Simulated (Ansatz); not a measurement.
Ru (hcp, Mg type)

```xyz
2
Lattice="2.7220 0.0000 0.0000 -1.3610 2.3573 0.0000 0.0000 0.0000 4.2907" Properties=species:S:1:pos:R:3 pbc="T T T"
Ru     0.0000     1.5716     3.2181
Ru     1.3610     0.7858     1.0727
```

The slice is a (1 -1 0 0) plane (indices of the conventional cell) through the point (0.333, 0.667, 0.750) (fractional), spanned by u = [110] and v = [001] in vectors of this cell: u (2.72 Å) and v (4.29 Å, at 90° to u). It covers one period; positions are fractions (u, v).

The numbers are results of PBE (plane waves to 420 eV, PAW, scalar-relativistic; Ansatz, an electronic-structure program), not measurements. k mesh 20×20×11. These are valence fields of a PAW run, semicore shells included where kept as valence: close to a nucleus they are smooth pseudo fields. Ru is run without spin polarisation. Ru was relaxed with its symmetry unable to fall. The PAW data are Ansatz's earlier set.

Problem. What is the ELF at the midpoint of the shortest Ru–Ru line in this plane (2.72 Å)?

Solution. 0.30.

Problem. Predict the map of the electron localisation function (ELF) on the slice.

Solution. 
```
|xxxxxxxx@@%%++::....::....::++%%@@xxxxxx|
|xxxxxxxx@@##==::....::....::==##@@xxxxxx|
|xxxxxx@@%%**--..  ..::..  ..--**%%@@xxxx|
|@@@@@@%%**==::    ..::..    ::==**%%@@@@|
|%%####**==::..  ..::::::..  ..::==**####|
|++++==--::..  ....::::::....  ..::--==++|
|::::............::::::::::............::|
|      ......::::..........::::......    |
|    ....::::::..          ..::::::....  |
|::::::::::::..              ..::::::::::|
|::----::::....              ....::::----|
|----::::............::............::::--|
|--::::....  ..::----------::..  ....::::|
|::::....  ....--====++====--....  ....::|
|::::..    ..::--++++**++++--::..    ..::|
|::::..    ..::==++******++==::..    ..::|
|::::..    ..::--++++**++++--::..    ..::|
|::::....  ....--====++====--....  ....::|
|--::::....  ..::----------::..  ....::::|
|----::::............::............::::--|
|::----::::....              ....::::----|
|::::::::::::..              ..::::::::::|
|    ....::::::..          ..::::::....  |
|      ......::::..........::::......    |
|::::............::::::::::............::|
|++++==--::..  ....::::::....  ..::--==++|
|%%####**==::..  ..::::::..  ..::==**####|
|@@@@@@%%**==::    ..::..    ::==**%%@@@@|
|xxxxxx@@%%**--..  ..::..  ..--**%%@@xxxx|
|xxxxxxxx@@##==::....::....::==##@@xxxxxx|
|xxxxxxxx@@%%++::....::....::++%%@@xxxxxx|
|xxxxxxxx@@%%++::....::....::++%%@@xxxxxx|
```
Scale: ten equal steps from 0.20 (start of ' ') to 0.60 (end of '@'), in the order ' .:-=+*#%@'. Values: electron localisation function (ELF). The map has 20 points along u (two characters each, u = 0 at the left) and 32 along v (v = 0 in the bottom row). Points within 0.5 Å of a nucleus are blanked (x), as the pseudised field means little there.
